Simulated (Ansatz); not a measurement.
A distorted cell of PbTe (rock salt):

```
PbTe
1.0
    0.00000     3.36873     3.36873
    3.36873     0.00000     3.36873
    3.36873     3.36873     0.00000
Te Pb
1 1
Cartesian
  0.00000   0.00000   0.00000
  3.36873   3.36873   3.36873
```

Level of theory: r2SCAN (plane waves to 500 eV, PAW, scalar-relativistic; Ansatz, an electronic-structure program). k mesh 9×9×9 (Γ-centred), Fermi-Dirac smearing 0.05 eV. The energy includes the smearing's −TS. Compression counts positive. PbTe was relaxed with its symmetry unable to fall. Spin-orbit coupling is left out, though Pb and Te are heavy.

Problem. Give the stress tensor in GPa and the pressure.

Solution. 
```
   -3.1      0.0      0.0
    0.0     -3.1      0.0
    0.0      0.0     -3.1
```
The pressure, a third of the trace, is -3.1 GPa.

Problem. It is the relaxed cell scaled evenly to V/V₀ = 1.096, atoms relaxed where free. What is its energy relative to the relaxed cell?

Solution. 35.8 meV/atom.

(A scan under strain: stresses follow from slopes of the energy per volume, elastic moduli from its curvatures.)
